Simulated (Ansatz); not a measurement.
An ordered 8-atom cell of Sr3MgO4 on the rocksalt lattice (I4/mmm), relaxed with r2SCAN. The symmetry is I4/mmm (No. 139, tetragonal); a = 5.010 Å, c = 9.827 Å in the conventional setting, 15.42 Å³ an atom. Around Mg lie 6 O at 2.12–2.50 Å; around O lie 1 Mg at 2.12 Å and 5 Sr at 2.53–2.79 Å; around Sr lie 6 O at 2.46–2.53 Å; around O lie 4 Sr at 2.46–2.50 Å and 2 Mg at 2.50 Å; around Sr lie 6 O at 2.50–2.79 Å.

The questions ask for values computed with Ansatz 0.2.0 on this geometry. No magnetic order and no zero-point or thermal motion; the cell was built from a prototype and may be hypothetical.

Given (8×8×8 mesh): r2SCAN gives an indirect gap of 3.88 eV, from M to Γ; the least direct gap is 3.91 eV at Γ.

**Question.** How does the gap change from r2SCAN to PBE (8×8×8)?

**Answer.** With PBE the valence top lies at M and the conduction bottom at Γ, 3.18 eV higher; the smallest vertical gap, at Γ, is 3.21 eV. The gap differs by -0.69 eV from r2SCAN's.

**Question.** Estimate the gap with PBE+SOC on 8×8×8.

**Answer.** With PBE+SOC the valence top lies at M and the conduction bottom at Γ, 3.17 eV higher; the smallest vertical gap, at Γ, is 3.21 eV. Spin-orbit coupling itself accounts for -0.012 eV. The gap differs by -0.71 eV from r2SCAN's.

**Question.** How does the gap change from r2SCAN to HSE06 (4×4×4)?

**Answer.** The HSE06 gap is indirect, 4.74 eV (M to Γ), below the direct gap of 4.75 eV at Γ. Least and direct gap differ so little that the kind isn't settled. The gap differs by +0.86 eV from r2SCAN's.

**Question.** What does PBE0 give for the gap (4×4×4 mesh)?

**Answer.** The PBE0 gap is indirect, 5.46 eV (M to Γ), below the direct gap of 5.47 eV at Γ. Least and direct gap differ so little that the kind isn't settled. The gap differs by +1.58 eV from r2SCAN's.

**Question.** What do these levels agree on?

**Answer.** r2SCAN covers 45 % of the step from PBE to HSE06. Spin-orbit coupling moves PBE's least or direct gap by up to 0.012 eV, so it can be left out where a tenth of an eV counts. Direct and least gap lie within 0.04 eV at some levels, so the kind of gap isn't settled.

Only the levels marked +SOC include spin-orbit coupling.

The meshes of the hybrids are coarse, so their gaps aren't converged to the digits shown.
